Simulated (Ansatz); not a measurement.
**V: from a starting cell to a relaxed one**

The start is a generated cell, V built in the beta-W structure type. A full variable-cell relaxation at zero pressure is run with r2SCAN (plane waves to 500 eV, PAW, scalar-relativistic; Ansatz, an electronic-structure program). The first steps use a coarse 7×7×7 k-mesh.

Input geometry:
```yaml
crystal:
  lattice:
    - [4.82570, 0.00000, 0.00000]
    - [0.00000, 4.82570, 0.00000]
    - [0.00000, 0.00000, 4.82570]
  atoms:
    - { symbol: V, position: [0.25000, 0.00000, 0.50000] }
    - { symbol: V, position: [0.75000, 0.00000, 0.50000] }
    - { symbol: V, position: [0.00000, 0.50000, 0.25000] }
    - { symbol: V, position: [0.00000, 0.50000, 0.75000] }
    - { symbol: V, position: [0.50000, 0.25000, 0.00000] }
    - { symbol: V, position: [0.50000, 0.75000, 0.00000] }
    - { symbol: V, position: [0.00000, 0.00000, 0.00000] }
    - { symbol: V, position: [0.50000, 0.50000, 0.50000] }
```
Spin-polarised start, with parallel moments on V.

### Question
By how much does the energy per atom fall from start to end?

### Answer
0.01 eV/atom.

### Question
How does the volume per atom move from start to end?

### Answer
-3.6 %, from 14.05 to 13.54 Å³/atom.

### Question
How do the shortest distances between atoms change?

### Answer
The closest pairs of elements (up to four, under 3.6 Å), start → end: V–V 2.41 → 2.38 Å.

### Question
Is the relaxed structure metallic? Give its gap.

### Answer
Zero (metallic).

The space group stays Pm-3n (No. 223) (the run could not lower it), with 8 atoms in the primitive cell. Final values are on a 10×10×10 k-mesh of the relaxed cell. No spin polarisation in the result: the starting moments vanished.

The run could not lose the symmetry of its start, so the end can be a saddle point.

All atoms sit on sites fixed by symmetry, so only the cell could relax.

The relaxed structure here is a generated cell of V: the first start was made by placing the elements on the sites of a structure type, and the end was not matched to a known phase here, so it may be hypothetical. Known forms of V include space group No. 229.
